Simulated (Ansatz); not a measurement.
Ansatz (a program for electronic structure) input:

Ansatz 0.2 input:
```yaml
crystal:
  lattice:
    - [3.7808350129, 0.0, 0.0]
    - [0.0, 3.7808350129, 0.0]
    - [0.0, 0.0, 3.7808350129]
  atoms:
    - { symbol: Cu, position: [0.0, 0.5, 0.5] }
    - { symbol: Cu, position: [0.5, 0.5, 0.0] }
    - { symbol: Cu, position: [0.5, 0.0, 0.5] }
    - { symbol: Au, position: [0.0, 0.0, 0.0] }
kpoints:
  mp_grid: { grid: [11, 11, 11] }
basis: { xc_grid: 2 }
hamiltonian:
  xc: pbe
  pseudopotentials: { kind: paw }
scf:
  occupations: { method: gaussian, width: 0.1 }
checkpoint: { read: metal.run }
output: { bader: true, populations: true }
```

Output (shortened):

```
Pseudopotential: Cu, paw, valence charge 19
Pseudopotential: Au, paw, valence charge 19
Functional definition: PBE
Crystal: 4 atoms, lattice volume = 54.046 Å³
Basis set: ecut = 420 eV, 1021 PW (Γ), exchange–correlation on 54×54×54 points (8 copies of the dense FFT grid, shifted against one another)
Bands: 46, of which v1, the nominal top of the filled ones, is band 38 counted from 1 (37 counted from 0)
Symmetry: 48 space group operations
Space group: Pm-3m (ITA 221), of the structure as read, at distance tolerance 3.8e-5 Å
k-points: 56 of 1331
Stability of the state it starts from, as read at its close in the unpolarized treatment …
iter 1 solved again at ethr=6.18e-9 eV; its pass at ethr=3.10e-3 eV (dr2=4.69e-6 eV) is discarded
SCF iter   1: F=—  HF=-33025.018499 eV  |F-HF|=—  |Δ(HF+E_count)|=         —  Δρ=6.19e-7  dr2=1.26e-10  ethr=6.18e-9  ⟨swp⟩=3.1  Hψ=16035  notcnv=0
preconditioner: auto → Kerker (q_TF=auto, 2.888 Å⁻¹)
SCF iter   2: F=-33025.018499 eV  HF=-33025.018499 eV  |F-HF|=5.09e-11  |Δ(HF+E_count)|=   4.02e-9  Δρ=2.25e-7  dr2=2.79e-11  ethr=1.00e-12  ⟨swp⟩=6.5  Hψ=9500  notcnv=0
SCF 1 converged in 2 iterations: F = -33025.018499 eV  dr2 = 2.79e-11
SCF converged after 2 iterations
Free energy (F): -33025.018499 eV
Harris-Foulkes:  -33025.018499 eV  (|F-HF|=5.09e-11)
Internal energy: -33025.012131 eV  (E = F + TS)
E sigma→0 (E₀):  -33025.015315 eV
Entropy (-TS):   -0.006369 eV (-1.592 meV/atom)
Fermi energy:    17.475122 eV
--- Per-component energies (eV) ---
  E_band       = -1303.020068
  E_kinetic    = 1503.028577
  E_local      = -14241.269843  (includes V_loc(G=0)·N_el)
  E_nonlocal   = 1251.028220
  E_hartree    = 6267.724247
  E_xc         = -495.671018
  E_vxc        = -620.620682  (∫ρ·V_xc dr)
  E_paw        = -14702.396000  (= ΣΔE_a)
  E_vpaw       = -1730.636899  (= ΣTr[D̂ρ^β])
  E_aug_tail   = 0.002166  (compensation charges beyond the density's cutoff)
  E_ewald      = -12607.458481
  E_smearing   = -0.006369  (= −TS)
  E_closure    = 0.000000  (closes the sum)
  Σ components = -33025.018499   (vs F -33025.018499, Δ=0.00e0)
  [band-id]    e_kinetic+e_local+e_nonlocal+2·e_hartree+e_vxc+e_vpaw+e_augmentation_tail = -1303.019966   (vs E_band -1303.020068, Δ=1.02e-4)
--- Band table (eV; the first three rows and the last of 56) ---
  k-point 0: bands = ["-94.8965", "-94.8894", "-94.8894", "-88.4942", "-52.2953", "-52.2953", "-52.2953", "-52.2689", "-52.2689", "-52.2689", "-52.2525", "-52.2525", "-52.2525", "-39.9140", "-39.9140", "-39.9140", "7.9939", "11.2408", "11.2408", "12.0410", …
  k-point 1: bands = ["-94.8964", "-94.8895", "-94.8894", "-88.4942", "-52.2948", "-52.2948", "-52.2944", "-52.2691", "-52.2691", "-52.2690", "-52.2534", "-52.2529", "-52.2529", "-39.9143", "-39.9140", "-39.9140", "8.0918", "11.2771", "11.2871", "12.0605", …
  k-point 2: bands = ["-94.8960", "-94.8899", "-94.8894", "-88.4942", "-52.2934", "-52.2934", "-52.2919", "-52.2694", "-52.2694", "-52.2690", "-52.2559", "-52.2539", "-52.2539", "-39.9151", "-39.9140", "-39.9140", "8.3803", "11.3782", "11.4082", "12.1150", …
  k-point 55: bands = ["-94.8919", "-94.8917", "-94.8917", "-88.4942", "-52.3080", "-52.2898", "-52.2898", "-52.2898", "-52.2559", "-52.2559", "-52.2544", "-52.2544", "-52.2544", "-39.9166", "-39.9166", "-39.9166", "11.1792", "11.2067", "11.2067", "12.2919", …
--- Löwdin populations: 4 sites ---
  site symbol       q [e]
     0     Cu     18.8199
     1     Cu     18.8199
     2     Cu     18.8199
     3     Au     18.8842
  spilling = 0.008633 (of n_electrons = 76.000000)
--- Bader charges: 4 sites ---
  site symbol  charge [e]  shift [e]
     0     Cu      0.1782     0.0020
     1     Cu      0.1782     0.0020
     2     Cu      0.1782     0.0020
     3     Au     -0.5347     0.0061
  shift: an alarm, by how much a part of what the PAW files miss would move the charge. Where it is large, compare
  with a run on PAW files of another source; a small one proves nothing
  estimated error of the sums over rays = 2.5e-4 e
```

Cost: about 30 core-seconds (a rough figure) on shared cores.

Symmetry was held in the PBE relaxation; of distortions, only those at the zone centre were tested. No spin polarisation was allowed. Spin–orbit coupling is left out wherever it is not named.

Potentials: the later of the program's two PAW sets.

Ansatz is a plane-wave DFT program.
